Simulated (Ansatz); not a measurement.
## Fields on a plane of Sr (fcc, Cu type)

```xyz
1
Lattice="0.0000 3.0145 3.0145 3.0145 0.0000 3.0145 3.0145 3.0145 0.0000" Properties=species:S:1:pos:R:3 pbc="T T T"
Sr     0.0000     0.0000     0.0000
```

The slice is a {100} plane (indices of the conventional cell) through the point (0.000, 0.000, 0.000) (fractional), spanned by u = [100] and v = [0 1 -1] in vectors of this cell: u (4.26 Å) and v (4.26 Å, at 90° to u). It covers one period; positions are fractions (u, v).

Atoms on it: Sr at (0.00, 0.00).

Level of theory: PBE (plane waves to 420 eV, PAW, scalar-relativistic; Ansatz, an electronic-structure program). k mesh 13×13×13. Near the nuclei the fields are pseudised (PAW); where an atom keeps semicore shells as valence, they peak there. Sr was relaxed with its symmetry unable to fall.

```
|xxxxxx99999966110000002222220000001166999999xxxx|
|xxxx889999885511000011223322110000115588999988xx|
|999999999977330000001133333311000000337799999999|
|999999998855110000002233443322000000115588999999|
|999988775522000000113344554433110000002255778899|
|666655331100000011224455665544221100000011335566|
|221111000000001122445566666655442211000000001111|
|000000000000112244556666666666554422110000000000|
|000000000011224455666666776666665544221100000000|
|000011112233445566666677777766666655443322111100|
|112222333344556666667777777777666666554433332222|
|222233334455666666777777777777776666665544333322|
|112222333344556666667777777777666666554433332222|
|000011112233445566666677777766666655443322111100|
|000000000011224455666666776666665544221100000000|
|000000000000112244556666666666554422110000000000|
|221111000000001122445566666655442211000000001111|
|666655331100000011224455665544221100000011335566|
|999988775522000000113344554433110000002255778899|
|999999998855110000002233443322000000115588999999|
|999999999977330000001133333311000000337799999999|
|xxxx889999885511000011223322110000115588999988xx|
|xxxxxx99999966110000002222220000001166999999xxxx|
|xxxxxx99999966220000001122110000002266999999xxxx|
```
Scale: ten equal steps from 0.07 (start of '0') to 0.87 (end of '9'), in the order '0123456789'. Values: electron localisation function (ELF). The map has 24 points along u (two characters each, u = 0 at the left) and 24 along v (v = 0 in the bottom row). Points within 0.5 Å of a nucleus are blanked (x), as the pseudised field means little there.

```tsv
v \ u	0.00	0.12	0.25	0.38	0.50	0.62	0.75	0.88
0.88	0.4	0.2	-0.7	-1.3	-1.4	-1.3	-0.7	0.2
0.75	-0.4	-0.7	-1.2	-1.4	-1.4	-1.4	-1.2	-0.7
0.62	-1.3	-1.3	-1.4	-1.4	-1.4	-1.4	-1.4	-1.3
0.50	-1.4	-1.4	-1.4	-1.4	-1.4	-1.4	-1.4	-1.4
0.38	-1.3	-1.3	-1.4	-1.4	-1.4	-1.4	-1.4	-1.3
0.25	-0.4	-0.7	-1.2	-1.4	-1.4	-1.4	-1.2	-0.7
0.12	0.4	0.2	-0.7	-1.3	-1.4	-1.3	-0.7	0.2
0.00	0.0	0.4	-0.4	-1.3	-1.4	-1.3	-0.4	0.4
```

Values: log₁₀ of the valence density in e/Å³. The scale is logarithmic, as a density can span decades between atoms and voids.

| Item | Value |
|---|---|
| Density on the Sr–Sr line (4.26 Å) at its midpoint | 0.04 e/Å³ |
| ELF at that point | 0.28 |
